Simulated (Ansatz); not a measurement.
The elements of this relaxed trial crystal are hidden behind letters.

```
lattice vectors (Å)
   3.6807    2.1251    6.1062
  -3.6807    2.1251    6.1062
   0.0000   -4.2502    6.1062
fractional positions
X 0.5000 0.5000 0.0000
X 0.5000 0.0000 0.5000
X 0.0000 0.5000 0.5000
Z 0.5000 0.5000 0.5000
Q 0.7491 0.7491 0.2604
Q 0.7449 0.7449 0.7449
Q 0.7491 0.2604 0.7491
Q 0.2604 0.7491 0.7491
Q 0.2509 0.2509 0.7396
Q 0.2551 0.2551 0.2551
Q 0.2509 0.7396 0.2509
Q 0.7396 0.2509 0.2509
```

Level of theory: DFT PBE, scalar-relativistic, plane waves, PAW (Ansatz). Settings of the last relaxation (12-atom cell): 420 eV, 6×6×6 k points, Gaussian smearing of 0.10 eV, no spin polarisation.

| Property | Result |
| --- | --- |
| Space group | R-3m (No. 166) |
| Conventional cell | a = 7.361 Å, c = 18.319 Å |
| Volume per atom | 23.88 Å³ |
| Density | 5.28 g/cm³ |
| Formation energy | −1.22 eV/atom |
| Gap on the 6×6×6 mesh of the 12-atom cell | 0 eV (the bands meet within 0.015 eV) |

Energies are uncorrected and count from the elements' standard states at the same level.

Task: X is a d-block element of period 6, Z is a p-block element of period 5 and Q is a p-block element of period 3. Which elements are they?

Result: X = Hf, Z = Sn, Q = S, so the formula is Hf3SnS8. Density times volume gives a mean mass of 5.28 × 23.88/1.6605 = 75.9 u per atom, and this set has 75.9 u. Around Hf lie 6 S at 2.56–2.57 Å; around Sn lie 6 S at 2.61 Å; S on a site of symmetry m has 2 Hf at 2.57 Å and 1 Sn at 2.61 Å; 1 more site not described. Other sets within the hints have nearly the same mass, so mass alone doesn't settle it; this one was computed.

These runs have no spin–orbit coupling, which can matter for Hf. The zero gap may come from the functional, which often closes small gaps. Symmetry constrained the relaxation, so the result can be a saddle point.
